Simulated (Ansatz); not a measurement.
# Trajectory cell Ba8Zr7HfO24 of cubic perovskite BaZrO3 alloyed with BaHfO3

The calculation used DFT, PBEsol, PAW, plane waves (Ansatz).

Command:

```sh
ansatz run in.yaml --threads 7 --pin off --max-ram 13300MiB --runs-dir r --events-out ev --progress --plain
```

The input less its lattice and atoms:

```yaml
accuracy: low
kpoints:
  mp_grid: { grid: [1, 1, 1] }
hamiltonian:
  xc: pbesol
scf:
  occupations: { method: fermi_dirac, width: 0.1 }
md:
  ensemble: nvt_langevin
  timestep: 2.5
  n_steps: 240
  temperature: 1200
  temperature_schedule: [{ n_steps: 120, end_temperature: 1200 }, { n_steps: 120, end_temperature: 1200 }]
  friction: 0.02
  initial_velocities: maxwell_boltzmann
  seed: 1
```

Start:

```xyz
40
Lattice="8.4079 0.0000 0.0000 0.0000 8.4079 0.0000 0.0000 0.0000 8.4079" Properties=species:S:1:pos:R:3 pbc="T T T"
Ba    8.3743    0.0302    8.3844
Ba    8.4028    8.3939    4.2227
Ba    0.0117    4.2051    8.3280
Ba    0.0044    4.1911    4.2391
Ba    4.2064    0.0222    8.3985
Ba    4.2234    8.4073    4.1753
Ba    4.2001    4.2074    8.4059
Ba    4.2188    4.1938    4.1732
Zr    2.0735    2.1035    2.1523
Zr    2.0844    2.1176    6.2847
Zr    2.1421    6.2668    2.0977
Zr    6.2847    2.1023    2.1053
Zr    6.2813    2.0841    6.2988
Zr    6.3117    6.3089    2.1206
Zr    6.3266    6.3042    6.2704
Hf    2.0946    6.2926    6.2800
O     2.1059    2.0928    8.3964
O     2.1160    2.0851    4.1707
O     2.0844    6.3187    0.0005
O     2.0977    6.3374    4.2340
O     6.3056    2.1163    8.3901
O     6.3142    2.0962    4.1831
O     6.2948    6.3200    8.3856
O     6.3216    6.3147    4.2148
O     0.0060    2.0967    2.0869
O     8.3657    2.0779    6.2665
O     0.0122    6.3274    2.0920
O     8.3991    6.2824    6.2991
O     4.1987    2.0970    2.1004
O     4.2382    2.0993    6.2923
O     4.2125    6.3018    2.1292
O     4.2207    6.3177    6.3227
O     2.1224    0.0059    2.1121
O     2.1029    0.0063    6.3077
O     2.1186    4.2022    2.1094
O     2.0970    4.1839    6.3224
O     6.3208    0.0077    2.0969
O     6.3366    8.4070    6.2836
O     6.3056    4.2039    2.0699
O     6.3255    4.2127    6.3612
```

Some of the steps:

```csv
step,"free energy without the kinetic part, less step 39 (eV)",temperature (K),largest force component (eV/Å)
39,0.000,1136,2.91
79,0.359,1296,4.09
119,-1.367,1135,3.70
159,-0.229,968,4.22
199,-0.909,1150,3.58
239,1.553,1232,2.85
```

Structure at step 159 of the program's count:

```
Ba Zr Hf O
1.0
     8.40790    0.00000    0.00000
     0.00000    8.40790    0.00000
     0.00000    0.00000    8.40790
Ba Zr Hf O
8 7 1 24
Cartesian
  8.2817 0.0025 0.2512
  0.0449 8.0212 4.1702
  0.0402 4.1030 8.1499
  8.3360 3.8603 4.3279
  4.1454 8.1818 0.0572
  4.0550 8.2144 4.1534
  3.9161 4.2316 0.0588
  4.1400 3.8860 4.5260
  2.1525 1.7800 2.2184
  2.0136 1.8719 6.3453
  1.9838 6.0389 2.1981
  6.3134 2.0590 2.0912
  6.3735 2.0090 6.4526
  6.3355 6.1860 2.1268
  6.2364 6.4334 6.4915
  2.1492 6.1612 6.4341
  2.1684 1.9397 0.0630
  2.0399 2.3434 4.2552
  2.4286 6.3892 8.2475
  2.2604 6.1970 4.1803
  5.9338 2.0098 8.3834
  6.2220 2.0701 4.0959
  6.1074 6.0162 8.4057
  6.3101 6.4709 4.2531
  8.3230 1.7397 1.9469
  0.0285 1.8531 6.0747
  8.3104 6.2849 2.1304
  0.1000 6.2626 6.3652
  4.0414 1.8788 2.1757
  4.1912 1.6020 6.1248
  4.2069 5.6965 2.2592
  4.3038 6.4044 6.1838
  1.7691 8.0419 2.1946
  1.8249 8.2469 6.3164
  1.7055 4.1223 1.7162
  2.0820 4.1923 6.2927
  6.1870 8.3070 1.9456
  6.6611 8.3494 6.4613
  6.4073 4.1272 1.7458
  6.4041 3.9878 6.0145
```

End:

```
Ba Zr Hf O
1.0
     8.40790    0.00000    0.00000
     0.00000    8.40790    0.00000
     0.00000    0.00000    8.40790
Ba Zr Hf O
8 7 1 24
Direct
  0.00343 0.97620 0.00154
  0.02026 0.03132 0.49848
  0.96973 0.50991 0.01353
  0.97571 0.50223 0.53000
  0.49865 0.96805 0.98554
  0.50952 0.02206 0.50211
  0.49124 0.52154 0.00681
  0.48946 0.47215 0.51316
  0.23804 0.26771 0.23477
  0.23613 0.24587 0.78390
  0.26897 0.76134 0.29056
  0.75782 0.23398 0.25672
  0.74783 0.23006 0.75601
  0.75132 0.72915 0.27247
  0.72307 0.74253 0.75116
  0.24640 0.73775 0.75823
  0.27526 0.15766 0.00888
  0.18939 0.28119 0.51971
  0.22586 0.74268 0.03070
  0.26418 0.69443 0.52095
  0.68041 0.25501 0.02560
  0.74464 0.27217 0.51408
  0.76633 0.75916 0.01982
  0.72964 0.77940 0.52934
  0.98768 0.21397 0.19655
  0.99168 0.26454 0.80628
  0.98640 0.71413 0.28113
  0.98540 0.71389 0.76828
  0.45067 0.25303 0.33749
  0.49972 0.26910 0.73876
  0.49680 0.68759 0.27061
  0.49261 0.74664 0.80413
  0.21677 0.98315 0.27119
  0.23759 0.01699 0.74765
  0.23532 0.48882 0.26811
  0.27353 0.50493 0.80506
  0.68369 0.01980 0.30412
  0.76098 0.99873 0.75600
  0.72373 0.47609 0.29391
  0.77987 0.49023 0.77809
```

The run ended as planned.

Time: 5.8 min of wall time on 7 threads of a Neoverse-V2 processor, on a host shared with other runs; peak host memory 1 GiB.
